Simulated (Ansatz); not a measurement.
An Ansatz (a quantum-chemistry and plane-wave program) run. Input:

Ansatz 0.2 input:
```yaml
crystal:
  lattice:
    - [5.1316890855, 0.0, 0.0]
    - [0.0, 5.1316890855, 0.0]
    - [0.0, 0.0, 5.1316890855]
  atoms:
    - { symbol: Sr, position: [0.0, 0.5, 0.5] }
    - { symbol: Sr, position: [0.5, 0.0, 0.5] }
    - { symbol: Sr, position: [0.5, 0.5, 0.0] }
    - { symbol: Sb, position: [0.0, 0.0, 0.0] }
    - { symbol: N, position: [0.5, 0.5, 0.5] }
kpoints:
  mp_grid: { grid: [3, 3, 3] }
hamiltonian:
  xc: hse06
  pseudopotentials: { kind: paw }
scf:
  n_extra_bands: 6
  occupations: { method: fixed }
output:
  eigenvalues: true
  eigenstates:
    e_range: [-9.0, 8.3]
    kpoints:
      - [0.0, 0.0, 0.0]  # VBM
      - [0.0, 0.0, 0.0]  # CBM
      - [0.0, 0.0, 0.0]  # GAMMA
      - [0.5, 0.5, 0.5]  # R
      - [0.5, 0.5, 0.0]  # M
      - [0.0, 0.5, 0.0]  # X
```

Output (shortened):

```
Pseudopotentials: kind: paw
Pseudopotential: Sr, paw, valence charge 10
Pseudopotential: Sb, paw, valence charge 15
Pseudopotential: N, paw, valence charge 5
Functional definition: HSE06
davidson cushion auto → on  (no smearing: the cushion is to keep the highest requested band from converging to the state above it …
Crystal: 5 atoms, lattice volume = 135.139 Å³
Basis set: ecut = 420 eV, 2601 PW (Γ)
Bands: 31, of which v1, the nominal top of the filled ones, is band 25 counted from 1 (24 counted from 0)
Symmetry: 48 space group operations
Space group: Pm-3m (ITA 221), of the structure as read, at distance tolerance 5.1e-5 Å
k-points: 4 of 27
PAW frozen core: Sr, regenerated for the run's functional, and the local potential with it
PAW frozen core: Sb, regenerated for the run's functional, and the local potential with it
PAW frozen core: N, regenerated for the run's functional, and the local potential with it
Initial wavefunctions: pseudopotential atomic-orbital guess
Eigensolver: davidson
Functional: x = pbe(κ = 0.804, μ = 0.2195149727645171), c = pbe(β = 0.06672455060314922), warm-up for x = pbe(κ = 0.804, μ = 0.2195149727645171) + 0.25 (exact …
SCF iter   1: F=—  HF=-17505.659243 eV  |F-HF|=—  |Δ(HF+E_count)|=         —  Δρ=1.22e-3  dr2=4.45e-3  ethr=1.77e-3  ⟨swp⟩=13.2  Hψ=639  notcnv=0
preconditioner: auto → none
SCF iter   2: F=—  HF=-17505.661601 eV  |F-HF|=—  |Δ(HF+E_count)|=   2.36e-3  Δρ=1.42e-3  dr2=3.32e-3  ethr=8.91e-6  ⟨swp⟩=5.5  Hψ=462  notcnv=0
SCF iter   3: F=—  HF=-17505.661256 eV  |F-HF|=—  |Δ(HF+E_count)|=   3.45e-4  Δρ=7.46e-4  dr2=9.45e-4  ethr=6.64e-6  ⟨swp⟩=4.0  Hψ=316  notcnv=0
iter 4 solved again at ethr=1.49e-7 eV; its pass at ethr=1.89e-6 eV (dr2=7.43e-5 eV) is discarded
SCF iter   4: F=—  HF=-17505.661160 eV  |F-HF|=—  |Δ(HF+E_count)|=   9.58e-5  Δρ=2.24e-4  dr2=7.30e-5  ethr=1.49e-7  ⟨swp⟩=3.5  Hψ=594  notcnv=0
SCF iter   5: F=—  HF=-17505.661175 eV  |F-HF|=—  |Δ(HF+E_count)|=   1.50e-5  Δρ=7.21e-5  dr2=5.77e-6  ethr=1.46e-7  ⟨swp⟩=3.0  Hψ=308  notcnv=0
SCF iter   6: F=-17505.661181 eV  HF=-17505.661181 eV  |F-HF|=4.61e-7  |Δ(HF+E_count)|=   5.22e-6  Δρ=1.99e-5  dr2=3.73e-7  ethr=1.15e-8  ⟨swp⟩=3.8  Hψ=336  notcnv=0
SCF 1 stopped early in 6 iterations: F = -17505.661181 eV  dr2 = 3.73e-7
Crystal: 5 atoms, lattice volume = 135.139 Å³
Initial density: handed on by an earlier stage of this run
Initial wavefunctions: those handed on with the density
Functional: x = pbe(κ = 0.804, μ = 0.2195149727645171) + 0.25 (exact − pbe) at short range (hse, ω = 0.20786987370883472 Å⁻¹), c = pbe(β = 0.06672455060314922); HSE06 as pw.x's `hse` composes it (authors' and Libxc's form: `xc: wpbeh`)
Exchange kernel: α = 0.2500, screened, ω = 0.2079 Å⁻¹, Wigner–Seitz truncation, v(0) = 1030.8940 eV·Å³, q-mesh 3×3×3, nearest image of the exchange supercell L …
Frozen-core exchange: fock
SCF iter   1: F=—  HF=-17517.774618 eV  |F-HF|=—  |Δ(HF+E_count)|=         —  Δρ=4.50e-3  dr2=5.34e-2  ethr=7.45e-9  ⟨swp⟩=10.5  Hψ=942  notcnv=0
preconditioner: auto → none
SCF iter   2: F=—  HF=-17517.765782 eV  |F-HF|=—  |Δ(HF+E_count)|=   8.84e-3  Δρ=4.85e-3  dr2=3.31e-2  ethr=7.45e-9  ⟨swp⟩=8.8  Hψ=792  notcnv=0
SCF iter   3: F=—  HF=-17517.759685 eV  |F-HF|=—  |Δ(HF+E_count)|=   6.10e-3  Δρ=1.30e-3  dr2=4.13e-3  ethr=7.45e-9  ⟨swp⟩=8.2  Hψ=670  notcnv=0
SCF iter   4: F=—  HF=-17517.772525 eV  |F-HF|=—  |Δ(HF+E_count)|=   1.28e-2  Δρ=9.44e-4  dr2=2.03e-3  ethr=7.45e-9  ⟨swp⟩=7.2  Hψ=684  notcnv=0
SCF iter   5: F=—  HF=-17517.771986 eV  |F-HF|=—  |Δ(HF+E_count)|=   5.39e-4  Δρ=2.19e-4  dr2=9.18e-5  ethr=7.45e-9  ⟨swp⟩=5.8  Hψ=554  notcnv=0
SCF iter   6: F=—  HF=-17517.772225 eV  |F-HF|=—  |Δ(HF+E_count)|=   2.39e-4  Δρ=1.12e-4  dr2=2.11e-5  ethr=7.45e-9  ⟨swp⟩=5.5  Hψ=479  notcnv=0
SCF iter   7: F=-17517.772219 eV  HF=-17517.772220 eV  |F-HF|=2.29e-7  |Δ(HF+E_count)|=   5.49e-6  Δρ=1.20e-5  dr2=1.12e-6  ethr=7.45e-9  ⟨swp⟩=4.5  Hψ=379  notcnv=0
SCF 2 stopped early in 7 iterations: F = -17517.772219 eV  dr2 = 1.12e-6
hybrid outer 1: dexx = +1.552e-2 eV, tail = 2.55e-5 eV
Crystal: 5 atoms, lattice volume = 135.139 Å³
Exchange kernel: α = 0.2500, screened, ω = 0.2079 Å⁻¹, Wigner–Seitz truncation, v(0) = 1030.8940 eV·Å³, q-mesh 3×3×3, nearest image of the exchange supercell L …
Frozen-core exchange: fock
SCF iter   1: F=—  HF=-17517.772187 eV  |F-HF|=—  |Δ(HF+E_count)|=         —  Δρ=5.96e-5  dr2=5.96e-6  ethr=2.55e-7  ⟨swp⟩=3.2  Hψ=318  notcnv=0
preconditioner: auto → none
iter 2 solved again at ethr=1.70e-10 eV; its pass at ethr=1.16e-8 eV (dr2=8.52e-8 eV) is discarded
SCF iter   2: F=—  HF=-17517.772185 eV  |F-HF|=—  |Δ(HF+E_count)|=   1.36e-6  Δρ=1.36e-5  dr2=1.13e-7  ethr=1.70e-10  ⟨swp⟩=4.0  Hψ=696  notcnv=0
SCF iter   3: F=-17517.772185 eV  HF=-17517.772185 eV  |F-HF|=8.26e-9  |Δ(HF+E_count)|=   2.63e-8  Δρ=3.47e-6  dr2=3.38e-8  ethr=1.70e-10  ⟨swp⟩=3.0  Hψ=314  notcnv=0
SCF 3 converged in 3 iterations: F = -17517.772185 eV  dr2 = 3.38e-8
hybrid outer 2: dexx = +3.020e-7 eV, tail = 7.53e-8 eV, Δε = 1.93e-3 eV (about 1.35e-4 eV left of the loop's levels)
NSCF: frozen V_eff on 6 k-points
hybrid SCF converged: 2 outer / 10 inner (+6 warm-up), last move |dexx| = 3.02e-7 eV, tail = 7.53e-8 eV
Stability not checked (fock_operator)
Free energy (F): -17517.772186 eV
Frozen-core exchange: fock
Harris-Foulkes:  -17517.772186 eV  (|F-HF|=8.26e-9)
Internal energy: -17517.772186 eV  (E = F + TS)
E sigma→0 (E₀):  -17517.772186 eV
Fermi energy:    8.446748 eV
--- Per-component energies (eV) ---
  E_band       = -493.323885
  E_kinetic    = 1076.942625
  E_local      = -3726.017341  (includes V_loc(G=0)·N_el)
  E_nonlocal   = 1012.267566
  E_hartree    = 1266.690967
  E_xc         = -577.402978
  E_vxc        = -529.536082  (∫ρ·V_xc dr)
  E_exx        = -123.898339  (= α·E_x^exact, valence–valence)
  E_paw        = -12820.747703  (= ΣΔE_a)
  E_vpaw       = -612.562170  (= ΣTr[D̂ρ^β])
  E_aug_tail   = 0.000085  (compensation charges beyond the density's cutoff)
  E_ewald      = -3624.494186
  E_core_change = -1.112882  (= ΣΔE_core)
  E_smearing   =  0.000000  (= −TS)
  E_closure    =  0.000000  (closes the sum)
  Σ components = -17517.772186   (vs F -17517.772186, Δ=3.64e-12)
  [band-id]    e_kinetic+e_local+e_nonlocal+2·e_hartree+e_vxc+2·e_exx+e_vpaw+e_augmentation_tail = -493.320062   (vs E_band -493.323885, Δ=3.82e-3)
--- Band table (eV) ---
  k-point 0: bands = ["-28.9848", "-28.8534", "-28.8534", "-21.5243", "-21.5243", "-21.5243", "-21.5214", "-21.5214", "-10.1283", "-10.1283", "-10.1283", "-9.7654", "-9.7654", "-9.7654", "-9.3813", "-9.3813", "-9.3813", "-4.9666", "-1.0159", "7.4401", "7.4401", "7.4401", "8.4467", "8.4467", "8.4467", "9.3748", "9.3748", "10.5129", "10.6056", "10.6056", "10.6056"]
  k-point 1: bands = ["-28.9568", "-28.8807", "-28.8531", "-21.5245", "-21.5245", "-21.5243", "-21.5216", "-21.5210", "-10.0473", "-10.0345", "-10.0345", "-9.8060", "-9.8060", "-9.7793", "-9.6846", "-9.4365", "-9.4365", "-4.4738", "-0.7227", "5.7289", "6.8370", "7.2266", "7.2266", "7.8551", "7.8551", "10.2245", "10.7489", "11.0704", "12.3946", "12.3946", "12.6067"]
  k-point 2: bands = ["-28.9335", "-28.8853", "-28.8705", "-21.5245", "-21.5245", "-21.5243", "-21.5214", "-21.5209", "-10.2299", "-10.0554", "-9.9393", "-9.8951", "-9.8198", "-9.8136", "-9.6271", "-9.5254", "-9.3018", "-4.0540", "-0.5671", "5.7475", "5.8408", "6.8342", "6.9951", "7.1028", "7.5809", "11.0701", "11.7417", "11.9733", "12.2646", "12.4045", "13.1954"]
  k-point 3: bands = ["-28.9178", "-28.8849", "-28.8849", "-21.5243", "-21.5243", "-21.5243", "-21.5210", "-21.5210", "-10.5139", "-10.0829", "-10.0641", "-10.0641", "-9.6531", "-9.6531", "-9.6090", "-9.3186", "-9.3186", "-3.6806", "-0.5630", "5.7214", "6.1180", "6.1180", "6.8245", "6.8951", "6.8951", "11.5911", "11.5911", "11.7254", "12.5410", "12.5410", "12.9278"]
  band table: 31 of 31 bands, residual norms ≤ 1.0e-3 eV
```

Cost: about 90 core-seconds (a rough figure) on shared cores.

The points marked VBM and CBM come from a semilocal run.

The first step of the workflow began from a Materials Project structure, measured or hypothetical; the Crystallography Open Database copy checked does not list it. Its standing as an ambient phase is unchecked. The PBEsol relaxation kept the symmetry of its start; its stability against distortions is not shown here. Scalar-relativistic: spin–orbit coupling is off unless named, which matters more the heavier the elements.

Potentials: the later of the program's two PAW sets.

Ansatz is a plane-wave DFT program.
